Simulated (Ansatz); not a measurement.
TaW₃:
Space group Pm-3m (No. 221); a = b = c = 4.042 Å, α = β = γ = 90.00°

| atom | site | symmetry | x | y | z |
|---|---|---|---|---|---|
| W | 3c | 4/mm.m | 0.0000 | 0.5000 | 0.5000 |
| Ta | 1a | m-3m | 0.0000 | 0.0000 | 0.0000 |

Relaxed with PBEsol.

### Question
Decompose the optical modes at the zone centre into irreducible representations, and say which are infrared and Raman allowed.

### Answer
Point group m-3m: Γ_opt = 2T1u + T2u. Infrared: T1u. Raman: none.

### Question
Assign frequencies (DFPT, plane-wave PAW PBEsol (Ansatz code)).

### Answer
T1u 99, T2u 105, T1u 198 cm⁻¹.

The cell is a constructed one: a structure type filled with these elements; neither database checked (COD, Materials Project) lists it. Its standing as an ambient phase is unchecked. Symmetry was held in the PBEsol relaxation. At this level the phase is mechanically unstable. No spin polarisation was allowed. As this level gives no gap, phonon frequencies hold no LO–TO term and depend on the k-mesh and smearing (Fermi–Dirac, 0.1 eV here). Scalar-relativistic: spin–orbit coupling is off unless named, which matters more the heavier the elements.

Potentials: the earlier of the program's two PAW sets. The files were generated under PBE; for other functionals the program regenerates the frozen cores, and for LDA and PBEsol the local potential too.
